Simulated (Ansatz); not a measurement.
SiO$_{2}$:
```yaml
crystal:
  lattice:
    - [4.94523, 0.00000, 0.00000]
    - [0.00000, 4.94523, 0.00000]
    - [0.00000, 0.00000, 6.87213]
  atoms:
    - { symbol: Si, position: [0.30422, 0.30422, 0.00000] }
    - { symbol: Si, position: [0.19578, 0.80422, 0.25000] }
    - { symbol: Si, position: [0.69578, 0.69578, 0.50000] }
    - { symbol: Si, position: [0.80422, 0.19578, 0.75000] }
    - { symbol: O, position: [0.23737, 0.11301, 0.18318] }
    - { symbol: O, position: [0.38699, 0.73737, 0.43318] }
    - { symbol: O, position: [0.76263, 0.88699, 0.68318] }
    - { symbol: O, position: [0.61301, 0.26263, 0.93318] }
    - { symbol: O, position: [0.73737, 0.38699, 0.56682] }
    - { symbol: O, position: [0.88699, 0.76263, 0.31682] }
    - { symbol: O, position: [0.26263, 0.61301, 0.06682] }
    - { symbol: O, position: [0.11301, 0.23737, 0.81682] }
```

Cartesian axes are those of the cell as given.

**Question.** Give the high-frequency dielectric tensor and the Born effective charge tensors of the independent atoms from DFPT, plane-wave PAW LDA (Ansatz code).

**Answer.** 
ε∞:
```
2.32  0.00  0.00
0.00  2.32  0.00
0.00  0.00  2.31
```
Z* of atom 1 (Si), rows: field, columns: displacement, in e:
```
 3.34   0.02   0.19
 0.02   3.34  -0.19
-0.35   0.35   3.28
```
Z* of atom 5 (O), rows: field, columns: displacement, in e:
```
-1.04  -0.17   0.08
-0.23  -2.30   0.79
 0.22   0.79  -1.64
```

Space group P4_12_12. The cell was relaxed with LDA under the symmetry of its start.

Potentials: the later of the program's two PAW sets.
